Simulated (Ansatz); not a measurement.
# RuPt2: stable or not

The structure comes from a generated guess, relaxed at this level; another structure or a mixture of phases may lie lower.

Theory: DFT PBE, scalar-relativistic, plane waves, PAW (Ansatz 0.2.0). Cutoff 420 eV, Γ-centred 18×18×4 mesh (6-atom cell), Gaussian smearing of 0.10 eV, no spin polarisation.

```
Ru Pt
1.0
     2.77644    0.00000    0.00000
    -1.38822    2.40447    0.00000
     0.00000    0.00000   13.51521
Ru Pt
2 4
Cartesian
  0.0000 0.0000 3.3788
  0.0000 0.0000 10.1364
  0.0000 1.6030 1.1886
  1.3882 0.8015 7.9462
  0.0000 1.6030 5.5690
  1.3882 0.8015 12.3266
```

Energies over the elements count from the elements' standard structures at the same level, with no fitted energy shifts.

**Question.** These tests were run: energy against the elements; random kick, then relaxation without symmetry; phonons at Γ. What do they show?

**Answer.**

```
                                         test                       result
                  energy against the elements                +0.04 eV/atom
random kick, then relaxation without symmetry                      returns
                                 phonons at Γ  lowest optical mode 43 cm⁻¹
```

It fails one test: energy against the elements. It may still be a metastable minimum.

These runs have no spin–orbit coupling, which can matter for Pt. The kick test ran on a coarse mesh. The run for the phonons used an 18×18×4 k mesh and Fermi–Dirac smearing of 0.15 eV.
